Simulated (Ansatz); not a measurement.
In the program Ansatz at the PBEsol level (PAW), AlPt in the rock salt structure (Fm-3m) relaxes to a = 5.081 Å. Pt has 6 nearest neighbours from 2.54 Å (octahedral); Al has 6 nearest neighbours from 2.54 Å (octahedral). Its formation energy from the elements is -0.55 eV/atom, with no fitted shifts.

Electronic character: metallic (no gap). Gap from PBEsol with spin–orbit coupling: none (metallic).

An equation-of-state fit gives a bulk modulus of 148 GPa. The relaxed-ion elastic constants in GPa are C11 = 290, C12 = 77.6, C44 = 1.0. The highest mode at Γ lies at 223 cm⁻¹.

The start of the workflow was typed in or built on a structure type; neither database checked (COD, Materials Project) lists it. Whether it is the stable phase at ambient conditions was not checked. Symmetry was held in the PBEsol relaxation; its stability against distortions is not shown here. The run is not spin-polarised. As this level gives no gap, shear constants depend on the k-mesh and smearing (Fermi–Dirac, 0.1 eV here). As this level gives no gap, phonon frequencies hold no LO–TO term and depend on the k-mesh and smearing (Fermi–Dirac, 0.1 eV here). The references are the lowest solids computed at this level, not always the standard phases. Scalar-relativistic: spin–orbit coupling is off unless named, which matters more the heavier the elements.

Potentials: the later of the program's two PAW sets.
